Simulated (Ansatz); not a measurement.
**Question.** Sn (β-Sn type, space group No. 141) is relaxed with PBE in the plane-wave PAW code Ansatz. What lattice parameters of the conventional cell result?

**Answer.** a = 5.925 Å, c = 3.237 Å.

Space group I4_1/amd (β-Sn type). Symmetry was held in the PBE relaxation. Axis ratios of metals converge slowly with the k-mesh, so a and c are less sure than the volume. Scalar-relativistic: spin–orbit coupling is off unless named, which matters more the heavier the elements.

Potentials: the later of the program's two PAW sets.
